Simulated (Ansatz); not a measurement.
SiGe:
```yaml
crystal:
  lattice:
    - [3.90074, 0.00000, 0.00000]
    - [-1.95037, 3.37814, 0.00000]
    - [0.00000, 0.00000, 6.44222]
  atoms:
    - { symbol: Si, position: [0.66667, 0.33333, 0.87456] }
    - { symbol: Si, position: [0.33333, 0.66667, 0.37456] }
    - { symbol: Ge, position: [0.66667, 0.33333, 0.50044] }
    - { symbol: Ge, position: [0.33333, 0.66667, 0.00044] }
```

Relaxed with PBEsol.

Problem. Give the optical modes at the zone centre with their infrared activity from DFPT, PBEsol (plane waves, PAW; program Ansatz).

Solution. Transverse frequencies, without the LO–TO term; a row sums one degenerate level.

| ω (cm⁻¹) | degeneracy | IR ((D/Å)²/amu) | activity | symmetry |
|---|---|---|---|---|
| 66 | 2 | 0.00 | IR-inactive | E2 |
| 230 | 1 | 0.00 | IR-inactive | B1 |
| 383 | 1 | 0.00 | IR-inactive | B1 |
| 393 | 2 | 0.00 | IR-inactive | E2 |
| 404 | 1 | 0.06 | IR | A1 |
| 404 | 2 | 0.09 | IR | E1 |

Space group P6_3mc (wurtzite). The first step of the workflow began from a Materials Project structure, measured or hypothetical; the Crystallography Open Database copy checked does not list it. Its standing as an ambient phase is unchecked. The cell was relaxed with PBEsol under the symmetry of its start; whether a distortion lowers the energy is not shown.

Potentials: the earlier of the program's two PAW sets. The files were generated under PBE; for other functionals the program regenerates the frozen cores, and for LDA and PBEsol the local potential too.
